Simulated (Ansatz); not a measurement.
Below is a relaxed structure of MgCd₃O₄. The cell was found from a structure generator's guess, not taken from experiment.

Theory: Ansatz, DFT PBE, scalar-relativistic, plane waves, PAW. Cutoff 420 eV, Γ-centred mesh, Gaussian smearing, no spin polarisation.

```
Mg Cd O
1.0
     4.68005    0.00000    0.00000
     0.00000    4.68005    0.00000
     0.00000    0.00000    4.68005
Mg Cd O
1 3 4
Cartesian
  2.3400 2.3400 2.3400
  2.3400 0.0000 0.0000
  0.0000 0.0000 2.3400
  0.0000 2.3400 0.0000
  0.0000 2.3400 2.3400
  2.3400 2.3400 0.0000
  0.0000 0.0000 0.0000
  2.3400 0.0000 2.3400
```

Formation energies are uncorrected and refer to the elements' standard structures at the same level (O₂ as a molecule).

(1) What space group does it have?

(2) How far does it lie from the elements in energy?

(3) Is it a metal?

Results:

(1) Pm-3m (No. 221), with Mg and Cd ordered on rock salt sites. Conventional cell: a = 4.680 Å. Around Mg lie 6 O at 2.34 Å; Cd is surrounded by 6 O at 2.34 Å; O on a site of symmetry 4/mmm has 2 Mg at 2.34 Å and 4 Cd at 2.34 Å; O on a site of symmetry m-3m is surrounded by 6 Cd at 2.34 Å.

(2) −1.34 eV/atom.

(3) There is no gap on the 8×8×8 mesh, but valence and conduction bands overlap by only 0.14 eV, so at this level it is a semimetal.

The last run used an 8×8×8 mesh for its 8-atom cell and Gaussian smearing of 0.10 eV. The zero gap may come from the functional, which often closes small gaps. Symmetry constrained the relaxation, so the result can be a saddle point. Another cell of MgCd3O4 relaxed alike, in Pmmm, lies 28 meV/atom lower, so this cell isn't the stable form at this level.
